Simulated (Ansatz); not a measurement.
One crystal and one scan (energy over volume and axial ratio) at two levels, PBE (plane waves to 420 eV, PAW, scalar-relativistic; Ansatz, a first-principles code) and r2SCAN (plane waves to 500 eV, PAW, scalar-relativistic; Ansatz), each from its own relaxed cell and on its own mesh. The cell shown is that of PBE.

MoSi2 (MoSi2 type, space group I4/mmm)

```yaml
crystal:
  lattice:
    - [-1.60850, 1.60850, 3.93661]
    - [1.60850, -1.60850, 3.93661]
    - [1.60850, 1.60850, -3.93661]
  atoms:
    - { symbol: Mo, position: [0.00000, 0.00000, 0.00000] }
    - { symbol: Si, position: [0.33511, 0.33511, 0.00000] }
    - { symbol: Si, position: [0.66489, 0.66489, 0.00000] }
```

The relaxed cell is deformed in two ways at once: its volume V is scaled, and at that volume it is stretched along z (the c axis of the conventional cell) so that c/a changes. Fractional atomic positions are held.

The energy includes the smearing's −TS. MoSi2 is run without spin polarisation. MoSi2 was relaxed with its symmetry unable to fall. The PAW data are Ansatz's earlier set. As the atoms are clamped, bonds stretch with the cell, which overstates energies and stresses. With partly filled bands, the response to shear is sensitive to the k mesh, so small differences along c/a are uncertain. Percentages come from the unrounded values. Both scans cover V/V₀ from 0.920 to 1.080 and (c/a)/(c/a)₀ from 0.880 to 1.120.

Results of PBE:

| Quantity | Result |
|---|---|
| Lattice constant a (Å) | 3.217 |
| Lattice constant c (Å) | 7.873 |
| Relaxed volume (Å³/atom) | 13.58 |
| Modulus against c/a change at fixed volume, (3/4V)·∂²E/∂(ln c/a)² (fit, atoms clamped) (GPa) | 190 |

Task: What does r2SCAN give for the same quantities?

Result: 
| quantity | r2SCAN | PBE − r2SCAN |
|---|---|---|
| Lattice constant a (Å) | 3.202 | +0.015 (+0.5 %) |
| Lattice constant c (Å) | 7.819 | +0.054 (+0.7 %) |
| Relaxed volume (Å³/atom) | 13.36 | +0.22 (+1.6 %) |
| Modulus against c/a change at fixed volume, (3/4V)·∂²E/∂(ln c/a)² (fit, atoms clamped) (GPa) | 208 | -18 (-9 %) |

PBE gives the higher value for: lattice constant a; lattice constant c; relaxed volume. PBE gives the lower value for: modulus against c/a change at fixed volume. Neither level is exact: the differences show how much the result hangs on the functional.

(A scan under strain: stresses follow from slopes of the energy per volume, elastic moduli from its curvatures.)
